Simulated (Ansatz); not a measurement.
Relaxed CsSnI₃ (cubic perovskite):

```xyz
5
Lattice="6.2713 0.0000 0.0000 0.0000 6.2713 0.0000 0.0000 0.0000 6.2713" Properties=species:S:1:pos:R:3 pbc="T T T"
Cs     0.0000     0.0000     0.0000
Sn     3.1357     3.1357     3.1357
I      0.0000     3.1357     3.1357
I      3.1357     3.1357     0.0000
I      3.1357     0.0000     3.1357
```

Computed with PBE (plane waves to 420 eV, PAW, scalar-relativistic; Ansatz, a first-principles code). k mesh 5×5×5 (Γ-centred), Fermi-Dirac smearing 0.05 eV. CsSnI3 was relaxed with its symmetry unable to fall. Spin-orbit coupling is left out, though I is heavy. This is a high-temperature form of CsSnI3.

One atom of the cell was then moved (with its periodic images), all else fixed, and the forces (eV/Å) came out as:

```json
[
 {"atom": "Cs1", "Fx": "0.007", "Fy": "0.009", "Fz": "0.000"},
 {"atom": "Sn2", "Fx": "-0.068", "Fy": "0.864", "Fz": "0.000"},
 {"atom": "I3", "Fx": "0.216", "Fy": "0.216", "Fz": "0.000"},
 {"atom": "I4", "Fx": "-0.032", "Fy": "0.137", "Fz": "0.000"},
 {"atom": "I5", "Fx": "-0.123", "Fy": "-1.226", "Fz": "0.000"}
]
```

Which atom was moved, and by which vector (Å)?

I5, by (0.40, 0.40, 0.00), 0.56 Å in all.

(A displaced cell: forces are minus the slopes of the energy, force constants its curvatures, and phonons follow from these.)
